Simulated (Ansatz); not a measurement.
What DFT gives for LaTe

```
La Te
1.0
     4.25374    0.00000    0.00000
    -2.12687    3.68385    0.00000
    -2.12687    1.22795    9.53755
La Te
2 2
Cartesian
  -2.1269 3.6838 6.3237
  2.1269 1.2279 3.2139
  0.0000 2.4559 1.4583
  0.0000 2.4559 8.0793
```

The numbers come from plane-wave PAW DFT (Ansatz): r2SCAN, spin-orbit coupling, 500 eV, 6×6×6 Γ-centred k points, fermi-dirac occupations (width 0.1 eV). Nothing was relaxed.

The state carries no moments; the state need not be the lowest.

(1) Which atom feels the largest force, and which way?

(2) Is the cell too large or too small?

(3) Give the Bader charges.

(4) Is there a gap?

(5) What is the formation energy?

Origin: a known structure type with other elements, at an estimated volume, so it need not be a known compound. Caveats: f levels without a U or exact exchange are poorly placed.

Answers

(1) The largest is on Te3 (and as large on other atoms): 0.31 eV/Å, components (0.00, 0.00, -0.31). It makes 126° with the line to a nearest neighbour, La2 at 3.02 Å.

(2) The pressure is 5.1 GPa (compression positive), so with the atoms held at these fractions the cell would first expand.

(3) Bader charges in e: La +0.94, Te -0.94. In the mean La gives up most and Te takes most.

(4) It is a metal, with about 5.2 states/eV a cell as the mean within 0.25 eV of the Fermi level, mostly La d (66 %) and Te p (14 %).

(5) -0.83 eV an atom against the elements' usual phases (free molecules for gases, crystals otherwise, with no correction for O₂ or N₂), so it is bound against them; other compounds may still compete. Relaxing would lower it.
